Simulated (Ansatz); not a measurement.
BP:
```cif
data_B6P6
_chemical_formula_sum 'B6 P6'
_space_group_name_H-M_alt 'Pm-3n'
_space_group_IT_number 223
_space_group_name_Hall '-P 4n 2 3'
_cell_length_a 5.57582
_cell_length_b 5.57582
_cell_length_c 5.57582
_cell_angle_alpha 90.000
_cell_angle_beta 90.000
_cell_angle_gamma 90.000
loop_
_atom_site_label
_atom_site_type_symbol
_atom_site_symmetry_multiplicity
_atom_site_Wyckoff_symbol
_atom_site_fract_x
_atom_site_fract_y
_atom_site_fract_z
_atom_site_occupancy
B1 B 6 d 0.00000 0.25000 0.50000 1
P1 P 6 c 0.00000 0.50000 0.25000 1
```

Relaxed with r²SCAN.

Problem. Tabulate the valence density and the electron localisation function along the shortest B–P contact (1.97 Å), the program Ansatz at the r²SCAN level (PAW).

Solution. 

```tsv
distance from B (Å)	density (e/Å³)	ELF
0.20	0.48	0.01
0.30	0.64	0.09
0.39	0.76	0.33
0.49	0.83	0.62
0.59	0.85	0.80
0.69	0.85	0.89
0.79	0.85	0.93
0.89	0.86	0.94
0.99	0.89	0.95
1.08	0.93	0.95
1.18	0.95	0.94
1.28	0.94	0.91
1.38	0.85	0.83
1.48	0.69	0.60
1.58	0.49	0.24
1.68	0.29	0.03
1.77	0.14	0.00
```

The density is the valence pseudo-density with augmentation charge, so density and ELF within about 1 Å of a nucleus are not all-electron values.

The start of the workflow was typed in or built on a structure type; neither database checked (COD, Materials Project) lists it. It is not the phase usual at ambient conditions (space group No. 216). The cell was relaxed with r²SCAN under the symmetry of its start; whether a distortion lowers the energy is not shown.

Potentials: the earlier of the program's two PAW sets.
